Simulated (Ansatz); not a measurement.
## CaO, first-principles data

CaO:
```yaml
crystal:
  lattice:
    - [0.00000, 2.60680, 2.60680]
    - [2.60680, 0.00000, 2.60680]
    - [2.60680, 2.60680, 0.00000]
  atoms:
    - { symbol: Ca, position: [0.00000, 0.00000, 0.00000] }
    - { symbol: O, position: [0.25000, 0.25000, 0.25000] }
```

Space group F-43m (No. 216), zinc blende; conventional cell a = b = c = 5.214 Å, α = β = γ = 90.00°.

Method: r²SCAN in the plane-wave PAW code Ansatz. Geometry: relaxed at this level of theory. Other levels are named where they apply.

Cell and energy:

- Volume per atom: 17.71 Å³
- Density: 2.63 g/cm³
- Formation energy from the elements (no fitted shifts): -2.95 eV/atom

Electronic structure:

* **Band gap**: 3.76 eV (indirect)
* **Valence-band maximum**: at W
* **Conduction-band minimum**: at Γ
* **Smallest direct gap on the standard path**: 4.37 eV
* **Electron effective mass**: 0.43 mₑ (isotropic)
* **HSE06 gap on the r²SCAN cell**: 4.73 eV

Mechanics:

Bulk modulus (Birch–Murnaghan fit): 82.5 GPa
Pressure derivative B′: 4.1
Elastic constants (relaxed ions, GPa): C11 = 92.6, C12 = 77.5, C44 = 38.0
Mechanical stability: stable (all eigenvalues of C positive)
Hill bulk and shear moduli: 82.5 and 20.2 GPa
Young's modulus: 55.9 GPa
Poisson's ratio: 0.39
Debye temperature from the elastic constants: 357 K
Piezoelectric stress constants (proper, relaxed ions, C/m²): e14 = e25 = e36 = 0.46

Charges:

Bader charges: Ca +1.52, O -1.52 e

The start of the workflow was typed in or built on a structure type; neither database checked (COD, Materials Project) lists it. It is not the phase usual at ambient conditions (space group No. 225). The cell was relaxed with r²SCAN under the symmetry of its start; whether a distortion lowers the energy is not shown. Signs of piezoelectric constants follow the polarity of the cell as given. The references are the lowest solids computed at this level, not always the standard phases (solids in place of the gases).

Potentials: the earlier of the program's two PAW sets.
